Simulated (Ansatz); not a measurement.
Zr₂Ge: from a starting cell to a relaxed one

The relaxed structure here is a generated cell of Zr2Ge: the first start was made by placing the elements on the sites of a structure type, and the end was not matched to a known phase here, so it may be hypothetical.

The start is a generated cell, Zr2Ge built in the Ni2In structure type. A full variable-cell relaxation at zero pressure is run with r2SCAN (plane waves to 500 eV, PAW, scalar-relativistic; Ansatz, a quantum-chemistry and plane-wave program). The first steps use a coarse 6×6×4 k-mesh.

The start:
```
CELL_PARAMETERS angstrom
      4.62532     0.00000     0.00000
     -2.31266     4.00564     0.00000
      0.00000     0.00000     5.66729
ATOMIC_POSITIONS crystal
  Ge 0.33333 0.66667 0.25000
  Ge 0.66667 0.33333 0.75000
  Zr 0.00000 0.00000 0.00000
  Zr 0.00000 0.00000 0.50000
  Zr 0.33333 0.66667 0.75000
  Zr 0.66667 0.33333 0.25000
```

Problem. How large is the pressure on the unrelaxed cell, and of which sign?

Solution. +17 GPa (positive: the cell is compressed).

Problem. By how much does the energy per atom fall from start to end?

Solution. 0.11 eV/atom.

Problem. How do the shortest distances between atoms change?

Solution. The closest pairs of elements (up to four, under 3.6 Å), start → end: Ge–Zr 2.67 → 2.80 Å; Zr–Zr 2.83 → 2.87 Å.

Problem. Is the relaxed structure metallic? Give its gap.

Solution. Zero (metallic).

Problem. Give the final cell and atomic positions.

Solution. 
Space group P6₃/mmc (No. 194); a = 4.8557 Å, b = 4.8557 Å, c = 5.7305 Å, α = 90.00°, β = 90.00°, γ = 120.00°

| atom | site | symmetry | x | y | z |
|---|---|---|---|---|---|
| Ge | 2c | -6m2 | 0.3333 | 0.6667 | 0.2500 |
| Zr | 2a | -3m. | 0.0000 | 0.0000 | 0.0000 |
| Zr | 2d | -6m2 | 0.6667 | 0.3333 | 0.2500 |

The space group stays P6₃/mmc (No. 194) (the run could not lower it); the end is AFLOW prototype AB2_hP6_194_c_ad (B8_2, as in InNi2), with 6 atoms in the primitive cell. Final values are on a 11×11×8 k-mesh of the relaxed cell. No spin polarisation in the result.

The run could not lose the symmetry of its start, so the end can be a saddle point.

All atoms sit on sites fixed by symmetry, so only the cell could relax.
